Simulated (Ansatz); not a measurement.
Na (bcc, W type)

```xyz
1
Lattice="-2.0983 2.0983 2.0983 2.0983 -2.0983 2.0983 2.0983 2.0983 -2.0983" Properties=species:S:1:pos:R:3 pbc="T T T"
Na     0.0000     0.0000     0.0000
```

This relaxed cell (volume V₀) is scaled evenly in all directions, its shape held. Symmetry pins the atoms to their sites.

Calculation: PBE (plane waves to 420 eV, PAW, scalar-relativistic; Ansatz, a quantum-chemistry and plane-wave program). k mesh 16×16×16 (Γ-centred), Fermi-Dirac smearing 0.05 eV. The energy includes the smearing's −TS. Na was relaxed with its symmetry unable to fall. ΔE is measured from the relaxed starting cell.

### Question
Give the computed ΔE (kJ/mol of atoms) at V/V₀ = 0.900, 0.950, 0.975, 1.025, 1.075, 1.100.

### Answer
| V/V₀ | ΔE (kJ/mol of atoms) |
|---|---|
| 0.900 | 1.0 |
| 0.950 | 0.2 |
| 0.975 | 0.1 |
| 1.025 | 0.1 |
| 1.075 | 0.4 |
| 1.100 | 0.7 |

(A scan under strain: stresses follow from slopes of the energy per volume, elastic moduli from its curvatures.)
